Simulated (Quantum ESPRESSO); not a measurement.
## Ru4In2NbZn (one composition in several site orders)

Simulated, not a measurement. The program is pw.x of Quantum ESPRESSO 7.5 (plane-wave density functional theory). The cell is made up: eight metal atoms on a hexagonal close-packed lattice, with elements, volume, strain and displacements drawn at random and not relaxed, so it may be unstable or far from any real phase. PseudoDojo standard norm-conserving files set the functional (PBE unless stated); there is no spin polarisation or spin-orbit coupling, the Fermi-Dirac width of 0.25 eV means electrons at about 2900 K, and the masses in the input are unused placeholders. A spin test at this wide smearing found no moment, but such smearing suppresses magnetism that the real alloy may have.

The runs put one composition on the sites in different orders. Cell, positions, cutoff, mesh and smearing stay as in the input of run 1; sites are counted in its order. Stress in the tables is positive in tension.

Input of run 1:

```
&control calculation='scf', pseudo_dir='./dojo.nc.sr.pbe.v0_5.standard.upf', outdir='./o', disk_io='minimal', tprnfor=.true., tstress=.true. /
&system ibrav=0, nat=8, ntyp=4, nbnd=76, ecutwfc=84.00895049, nosym=.true., tot_charge=0,
 occupations='smearing', smearing='fd', degauss=0.0183746611
/
&electrons conv_thr=1.470e-08, electron_maxstep=70, mixing_beta=0.5 /
ATOMIC_SPECIES
In 1.0 In.upf
Nb 1.0 Nb.upf
Ru 1.0 Ru.upf
Zn 1.0 Zn.upf
CELL_PARAMETERS angstrom
0.0167 5.1077 0.0149
2.9478 0.0235 4.6981
2.9613 -0.0042 -4.7065
ATOMIC_POSITIONS angstrom
Ru 0.0079 0.0504 0.0477
Ru 2.9392 -0.0148 0.0594
In 3.0245 1.8581 -2.295
Nb 3.0108 1.789 2.3378
In 1.5011 2.686 0.0222
Zn 4.465 2.5031 0.0168
Ru 1.5073 4.2288 -2.2645
Ru 1.5481 4.2506 2.3616
K_POINTS automatic
5 5 5 1 1 1
```

```
run  elements on sites 1 to 8  free energy less that of run 1 (eV)  -TS (eV)  pressure (GPa)  stress xx (GPa)  stress yy (GPa)  stress zz (GPa)  stress yz (GPa)  stress xz (GPa)  stress xy (GPa)  iterations
  1   Ru Ru In Nb In Zn Ru Ru                                0.000    -1.761          -12.45             9.47            19.08             8.81             0.57             0.27            -0.25          16
  2   Ru Ru In In Zn Ru Ru Nb                               -0.085    -1.687          -12.64            12.48            11.17            14.29            -0.74            -0.09            -0.26          16
  3   Nb Ru Ru In Ru In Zn Ru                               -0.094    -1.746          -12.75            16.17            11.96            10.12             0.67             4.05             0.92          17
  4   In Nb In Ru Ru Zn Ru Ru                               -0.467    -1.777          -12.84            12.01            13.13            13.37            -0.22            -1.34             0.09          16
  5   Ru Zn Ru Nb Ru In In Ru                                0.008    -1.854          -11.88            16.20            10.59             8.85            -1.16             1.40            -1.10          17
  6   Ru In Ru Ru Nb Zn Ru In                               -0.025    -1.802          -12.14            13.55            10.99            11.89            -0.99             2.31            -1.85          16
```

Forces Fx Fy Fz (eV/Å):

| site | run 1 | run 2 | run 3 | run 4 | run 5 | run 6 |
| --- | --- | --- | --- | --- | --- | --- |
| 1 | -0.33 0.19 -0.30 | -0.30 -0.45 0.01 | 0.89 -0.97 0.95 | -0.05 -0.46 -0.63 | 0.46 0.14 0.07 | 0.37 -0.01 -0.04 |
| 2 | 0.56 0.45 0.25 | 0.24 -0.23 -0.10 | 0.23 0.20 -0.40 | -0.51 -0.43 0.91 | -0.35 0.24 -0.26 | 0.82 1.41 -0.61 |
| 3 | -0.07 -1.40 -0.13 | -0.75 -1.31 -0.11 | 0.05 -0.62 -0.20 | -0.07 -0.29 0.11 | -0.07 -0.94 -0.76 | -0.55 -0.50 -0.31 |
| 4 | -0.01 -0.78 0.28 | 0.53 -0.78 0.17 | -0.30 -0.77 -0.17 | -0.16 0.18 -0.37 | -1.15 -0.79 0.82 | 0.53 0.03 0.49 |
| 5 | -0.18 -0.10 0.07 | -0.08 0.14 -0.25 | -0.33 -0.08 0.05 | 0.76 -0.47 0.11 | -0.06 -0.78 0.92 | -1.33 -1.63 -1.36 |
| 6 | 0.12 0.57 0.00 | 0.27 0.66 -0.06 | -0.41 1.15 -0.12 | -0.16 0.69 0.19 | 0.40 0.42 -0.65 | 0.39 -0.16 0.44 |
| 7 | -0.44 0.60 -0.64 | 0.04 0.59 -0.25 | 0.54 0.39 0.23 | -0.36 0.40 -0.24 | 0.63 1.32 0.14 | 0.05 0.07 0.15 |
| 8 | 0.36 0.47 0.48 | 0.04 1.39 0.59 | -0.66 0.71 -0.34 | 0.55 0.38 -0.09 | 0.13 0.38 -0.29 | -0.29 0.79 1.25 |

The sites are displaced and not relaxed, so the energy differences mix bonding between neighbours with strain and are not ordering energies. A rerun of one cell of this series at a higher cutoff and on a denser mesh moved values by no more than 0.004 eV in energy, 0.02 GPa in stress and 0.003 eV/Å in force, and a second program with other atomic files agreed on that cell to 2 % rms in force and 0.5 GPa in pressure.